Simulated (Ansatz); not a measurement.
Relaxed-ion elastic tensor of MnSi in space group P2_13 (No. 198; Mn on 4a, Si on 4a) in GPa (Voigt order), DFT-PBEsol in the program Ansatz with PAW potentials; density 6.18 g/cm³, 11.16 Å³ per atom.

```
409  123  123  0.0  0.0  0.0
123  409  123  0.0  0.0  0.0
123  123  409  0.0  0.0  0.0
0.0  0.0  0.0  154  0.0  0.0
0.0  0.0  0.0  0.0  154  0.0
0.0  0.0  0.0  0.0  0.0  154
```

### Question
Is the crystal mechanically stable?

### Answer
Yes: the smallest eigenvalue of C is 154 GPa.

### Question
Work out the Voigt, Reuss and Hill averages.

### Answer
K_V = 219, K_R = 219, K_H = 219; G_V = 150, G_R = 149, G_H = 150 GPa.

### Question
Give Young's modulus, Poisson's ratio, Pugh's ratio and the universal anisotropy index.

### Answer
E = 9KG/(3K + G) = 365 GPa; ν = 0.22; K/G = 1.46 (brittle by the Pugh limit of 1.75); A_U = 5G_V/G_R + K_V/K_R − 6 = 0.01.

### Question
Estimate the sound speeds and the Debye temperature.

### Answer
v_l = √((K + 4G/3)/ρ) = 8230 m/s, v_t = √(G/ρ) = 4920 m/s, mean 5450 m/s; Θ = (h/k)(3n/4πV)^(1/3) v_m = 725 K.

The PBEsol relaxation kept the symmetry of its start. The final state is ferromagnetic, chosen from 4 collinear starts compared on coarse meshes (ties went to the first, and starts can fall back to one state), not a proven ground state. Textbook magnetic order: helical. As this level gives no gap, shear constants depend on the k-mesh and smearing (Fermi–Dirac, 0.1 eV here).

Potentials: the later of the program's two PAW sets.
